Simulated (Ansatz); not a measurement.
IrO$_{3}$:
```cif
data_IrO3
_chemical_formula_sum 'Ir1 O3'
_space_group_name_H-M_alt 'Pm-3m'
_space_group_IT_number 221
_space_group_name_Hall '-P 4 2 3'
_cell_length_a 3.74098
_cell_length_b 3.74098
_cell_length_c 3.74098
_cell_angle_alpha 90.000
_cell_angle_beta 90.000
_cell_angle_gamma 90.000
loop_
_atom_site_label
_atom_site_type_symbol
_atom_site_symmetry_multiplicity
_atom_site_Wyckoff_symbol
_atom_site_fract_x
_atom_site_fract_y
_atom_site_fract_z
_atom_site_occupancy
Ir1 Ir 1 b 0.50000 0.50000 0.50000 1
O1 O 3 c 0.00000 0.50000 0.50000 1
```

This is the PBEsol-relaxed structure.

Task: All from plane-wave PAW PBEsol (Ansatz code), unless another level is named. Give the density of states at the Fermi level.

Result: 0.69 states/eV per atom (mean over ±0.08 eV).

Task: Next, the formation energy from the elements (no fitted shifts)?

Result: -0.39 eV/atom.

Task: Give the gap with spin–orbit coupling.

Result: none (metallic).

The first step of the workflow began from a Materials Project structure, measured or hypothetical; the Crystallography Open Database copy checked does not list it. Whether it is the stable phase at ambient conditions was not checked. The PBEsol relaxation kept the symmetry of its start; its stability against distortions is not shown here. The run is not spin-polarised. With an odd number of electrons in the cell and no spin polarisation, the count alone makes it a metal. The references are the lowest solids computed at this level, not always the standard phases (solids in place of the gases). Spin–orbit coupling is left out wherever it is not named.

Potentials: the later of the program's two PAW sets.
